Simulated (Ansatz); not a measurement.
An Ansatz (a program for electronic structure) input:

Ansatz 0.2 input:
```yaml
crystal:
  lattice:
    - [0.0, 2.6032319949, 2.6032319949]
    - [2.6032319949, 0.0, 2.6032319949]
    - [2.6032319949, 2.6032319949, 0.0]
  atoms:
    - { symbol: Ru, position: [0.0, 0.0, 0.0] }
    - { symbol: Ta, position: [0.5, 0.5, 0.5] }
kpoints:
  mp_grid: { grid: [10, 10, 10] }
  band_path:
    path:
      - [[0.0, 0.0, 0.0], [0.5, 0.0, 0.5], [0.625, 0.25, 0.625]]  # Γ-X-U
      - [[0.375, 0.375, 0.75], [0.0, 0.0, 0.0], [0.5, 0.5, 0.5], [0.5, 0.25, 0.75], [0.5, 0.0, 0.5]]  # K-Γ-L-W-X
    npoints: 12
basis: { xc_grid: 2 }
hamiltonian:
  xc: pbe
  pseudopotentials: { azcp: { folder: ./paw }, kind: paw_fr }
magnetization: { noncollinear: true, spin_orbit: true }
scf:
  n_extra_bands: 13
  convergence: { dr2_threshold: 0.0000000001 }
  occupations: { method: gaussian, width: 0.05 }
output: { eigenvalues: true }
```

**Question.** How many symmetry operations and irreducible k-points will the run report?

**Answer.** 48 operations, 47 of 1000 k-points.

**Question.** With a cutoff of 420 eV, how many plane waves at Γ?

**Answer.** 701.

It took very roughly 28 core-seconds on shared server cores.

Space group Fm-3m (rock salt). The start of the workflow was typed in or built on a structure type; neither database checked (COD, Materials Project) lists it. COD files the formula under space group No. 123, 221, so this cell is another polymorph or a model. Its standing as an ambient phase is unchecked. Symmetry was held in the PBE relaxation; its stability against distortions is not shown here. The run is not spin-polarised. Its formation energy is positive at this level, so the cell may be metastable or incomplete.

Potentials: the earlier of the program's two PAW sets.

Ansatz is a plane-wave DFT program.
